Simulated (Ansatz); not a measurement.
CrI3:
```cif
data_Cr2I6
_chemical_formula_sum 'Cr2 I6'
_space_group_name_H-M_alt 'P 1'
_space_group_IT_number 1
_cell_length_a 7.71887
_cell_length_b 7.71887
_cell_length_c 7.71887
_cell_angle_alpha 52.417
_cell_angle_beta 52.417
_cell_angle_gamma 52.417
loop_
_space_group_symop_operation_xyz
  'x, y, z'
loop_
_atom_site_label
_atom_site_type_symbol
_atom_site_fract_x
_atom_site_fract_y
_atom_site_fract_z
_atom_site_occupancy
Cr1 Cr 0.33371 0.33371 0.33371 1
Cr2 Cr 0.66629 0.66629 0.66629 1
I1 I 0.07623 0.72403 0.43166 1
I2 I 0.43166 0.07623 0.72403 1
I3 I 0.72403 0.43166 0.07623 1
I4 I 0.92377 0.27597 0.56834 1
I5 I 0.56834 0.92377 0.27597 1
I6 I 0.27597 0.56834 0.92377 1
```
Starting moments (μB, in the order of the atoms Cr Cr I I I I I I): 3.1 3.1 -0.1 -0.1 -0.1 -0.1 -0.1 -0.1.

This is the PBEsol-relaxed structure.

**Question.** All from the program Ansatz at the PBEsol level (PAW), unless another level is named. Give the formation energy from the elements (no fitted shifts).

**Answer.** -0.39 eV/atom.

**Question.** Predict the band gap.

**Answer.** 1.07 eV (indirect).

**Question.** Give the weight of the valence-edge state by species (Voronoi cells).

**Answer.** I 56 %, Cr 44 %.

Space group R-3. The cell was relaxed with PBEsol under the symmetry of its start. Spin order of the final state: ferromagnetic, chosen from 4 collinear starts compared on coarse meshes (ties went to the first, and starts can fall back to one state), not a proven ground state. The volume moved by 18 % from the start of the relaxation. No Hubbard U is applied. A crystal of weakly bound layers computed without a dispersion correction: the cell and the soft elastic constants depend strongly on that. The references are the lowest solids computed at this level, not always the standard phases. Scalar-relativistic: spin–orbit coupling is off unless named, which matters more the heavier the elements.

Potentials: the later of the program's two PAW sets.
